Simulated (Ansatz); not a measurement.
Cu Kα1 powder pattern (kinematic, no thermal factors).
2θ (°) (relative intensity): 11.48 (4), 17.26 (2), 20.58 (5), 25.02 (36), 28.97 (100), 28.97 (50), 31.26 (2), 33.27 (2), 33.92 (2), 41.43 (38), 41.43 (76), 46.69 (1), 49.01 (13), 49.02 (7), 51.35 (41), 54.14 (1), 60.03 (13), 60.04 (6), 66.07 (3), 66.07 (6), 68.01 (18), 68.02 (18), 68.02 (18), 75.57 (26), 75.57 (13), 81.06 (3), 81.06 (2), 81.07 (2)

The pattern is computed from a structure relaxed with DFT PBE, scalar-relativistic, plane waves, PAW (Ansatz 0.2.0). No spin polarisation. Its elements are Pb, Se, Sn.

**Question.** Give the structure.

**Answer.** Sn2Pb3Se5.
Space group I4/mmm (No. 139). a = 4.355 Å, b = 4.355 Å, c = 30.793 Å, α = 90.00°, β = 90.00°, γ = 90.00°
```json
{"atom": "Sn", "site": "4e", "symmetry": "4mm", "x": "0.5000", "y": "0.5000", "z": "0.4004"}
{"atom": "Pb", "site": "2b", "symmetry": "4/mmm", "x": "0.5000", "y": "0.5000", "z": "0.0000"}
{"atom": "Pb", "site": "4e", "symmetry": "4mm", "x": "0.5000", "y": "0.5000", "z": "0.1997"}
{"atom": "Se", "site": "2a", "symmetry": "4/mmm", "x": "0.0000", "y": "0.0000", "z": "0.0000"}
{"atom": "Se", "site": "4e", "symmetry": "4mm", "x": "0.5000", "y": "0.5000", "z": "0.1002"}
{"atom": "Se", "site": "4e", "symmetry": "4mm", "x": "0.0000", "y": "0.0000", "z": "0.1978"}
```

A pattern alone doesn't exclude other cells with like lines; this is the one computed.

It was reached by relaxing an invented guess, and it needn't be the stable form of this composition.
